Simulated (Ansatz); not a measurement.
MgO:
```yaml
crystal:
  lattice:
    - [3.30273, 0.00000, 0.00000]
    - [-1.65136, 2.86025, 0.00000]
    - [0.00000, 0.00000, 5.02073]
  atoms:
    - { symbol: Mg, position: [0.33333, 0.66667, 0.00374] }
    - { symbol: Mg, position: [0.66667, 0.33333, 0.50374] }
    - { symbol: O, position: [0.33333, 0.66667, 0.40086] }
    - { symbol: O, position: [0.66667, 0.33333, 0.90086] }
```

Relaxed with PBEsol. Independent-particle spectrum: no excitons, no local fields, no scissors shift; 0.1 eV broadening; ε₁ of the summed bands alone.

Tabulate the dielectric function from the program Ansatz at the PBEsol level (PAW).



| E (eV) | ε₁ xx | ε₂ xx | ε₁ zz | ε₂ zz |
|---|---|---|---|---|
| 0.0 | 2.97 | 0.00 | 3.06 | 0.00 |
| 0.5 | 2.98 | 0.00 | 3.07 | 0.00 |
| 1.0 | 3.01 | 0.00 | 3.10 | 0.00 |
| 1.5 | 3.05 | 0.00 | 3.15 | 0.00 |
| 2.0 | 3.11 | 0.00 | 3.23 | 0.00 |
| 2.5 | 3.21 | 0.00 | 3.36 | 0.00 |
| 3.0 | 3.37 | 0.00 | 3.59 | 0.00 |
| 3.5 | 3.66 | 0.00 | 4.12 | 0.47 |
| 4.0 | 4.05 | 0.64 | 3.85 | 0.93 |
| 4.5 | 3.84 | 0.99 | 3.67 | 1.09 |
| 5.0 | 3.68 | 1.17 | 3.57 | 1.20 |
| 5.5 | 3.60 | 1.31 | 3.54 | 1.30 |
| 6.0 | 3.57 | 1.44 | 3.56 | 1.42 |
| 6.5 | 3.60 | 1.60 | 3.66 | 1.58 |
| 7.0 | 3.72 | 1.85 | 3.86 | 1.90 |
| 7.5 | 3.94 | 2.37 | 4.25 | 2.77 |
| 8.0 | 3.02 | 4.00 | 2.14 | 3.78 |
| 8.5 | 2.01 | 3.34 | 1.61 | 2.60 |
| 9.0 | 1.39 | 3.17 | 2.14 | 2.08 |
| 9.5 | 1.27 | 2.09 | 1.44 | 2.46 |
| 10.0 | 1.72 | 1.91 | 4.10 | 2.34 |
| 10.5 | 1.56 | 2.50 | -0.71 | 4.62 |
| 11.0 | 1.15 | 2.85 | 0.10 | 1.66 |
| 11.5 | 1.17 | 2.53 | 0.82 | 2.12 |
| 12.0 | 0.51 | 2.47 | 0.38 | 1.81 |

From ε at 3.9 eV (xx: 4.11 + 0.49i), find n, k, the normal reflectivity and the absorption coefficient.

n = 2.03, k = 0.121, R = 12 %, α = 2kE/ħc = 48000 cm⁻¹.

With all bands, ε∞ without local fields is 3.12 (xx = yy), 3.21 (zz). DFPT, with local fields, gives 3.03 (xx = yy), 3.14 (zz).

Space group P6_3mc (wurtzite). The first step of the workflow began from a Materials Project structure, measured or hypothetical; the Crystallography Open Database copy checked does not list it. It is not the phase usual at ambient conditions (space group No. 225). The PBEsol relaxation kept the symmetry of its start; phonons on a q-mesh show no instability.

Potentials: the later of the program's two PAW sets.
